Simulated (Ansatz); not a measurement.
YSiO:
```cif
data_O2Si2Y2
_chemical_formula_sum 'Y2 Si2 O2'
_space_group_name_H-M_alt 'P4/nmm :1'
_space_group_IT_number 129
_space_group_name_Hall 'P 4ab 2ab -1ab'
_cell_length_a 3.38264
_cell_length_b 3.38264
_cell_length_c 8.06020
_cell_angle_alpha 90.000
_cell_angle_beta 90.000
_cell_angle_gamma 90.000
loop_
_space_group_symop_operation_xyz
  'x, y, z'
  '-y+1/2, x+1/2, z'
  '-x, -y, z'
  'y+1/2, -x+1/2, z'
  'x+1/2, -y+1/2, -z'
  '-y, -x, -z'
  '-x+1/2, y+1/2, -z'
  'y, x, -z'
  '-x+1/2, -y+1/2, -z'
  'y, -x, -z'
  'x+1/2, y+1/2, -z'
  '-y, x, -z'
  '-x, y, z'
  'y+1/2, x+1/2, z'
  'x, -y, z'
  '-y+1/2, -x+1/2, z'
loop_
_atom_site_label
_atom_site_type_symbol
_atom_site_symmetry_multiplicity
_atom_site_Wyckoff_symbol
_atom_site_fract_x
_atom_site_fract_y
_atom_site_fract_z
_atom_site_occupancy
Y1 Y 2 c 0.50000 0.00000 0.32698 1
Si1 Si 2 a 0.00000 0.00000 0.00000 1
O1 O 2 c 0.00000 0.50000 0.38753 1
```

Relaxed at zero pressure with DFT-PBE in the program Ansatz with PAW potentials.

**Question.** The volume is raised by 6 % and shape and atoms relax at that volume. What pressure results, and how do the axes share the change?

**Answer.** -6.2 GPa; a 1.8 %, b 1.8 %, c 2.2 %; the energy rises by 19 meV/atom.

**Question.** Give the new structure.

**Answer.** 
Space group P4/nmm, origin choice 1 (No. 129); a = 3.4445 Å, b = 3.4445 Å, c = 8.2397 Å, α = 90.00°, β = 90.00°, γ = 90.00°

| atom | site | symmetry | x | y | z |
|---|---|---|---|---|---|
| Y | 2c | 4mm | 0.5000 | 0.0000 | 0.3295 |
| Si | 2a | -4m2 | 0.0000 | 0.0000 | 0.0000 |
| O | 2c | 4mm | 0.0000 | 0.5000 | 0.3901 |

The phase is kept; no other phase was compared at this pressure.

The start of the workflow was typed in or built on a structure type; neither database checked (COD, Materials Project) lists it. Its standing as an ambient phase is unchecked. Symmetry was held in the PBE relaxation; whether a distortion lowers the energy is not shown. The run is not spin-polarised.

Potentials: the earlier of the program's two PAW sets.
